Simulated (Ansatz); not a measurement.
Question: Name crystals whose computed values (the program Ansatz at the r²SCAN level (PAW)) fall in these windows: gap (eV) 0.80 to 1.0; B₀ by P(V) fit (GPa) 18 to 23.

Answer: 

```json
[
 {"crystal": "AgSnF6, P-1 (Pearson symbol aP8)", "gap (eV)": "0.89", "B₀ by P(V) fit (GPa)": "20.6"}
]
```
Others may fit too.

Spin orders computed, not proven ground states: AgSnF6, P-1 (Pearson symbol aP8) ferromagnetic. Standing as an ambient phase not checked: AgSnF6, P-1 (Pearson symbol aP8). The cell was relaxed under the symmetry of its start. Scalar-relativistic: spin–orbit coupling is off unless named, which matters more the heavier the elements.

Potentials: the later of the program's two PAW sets.
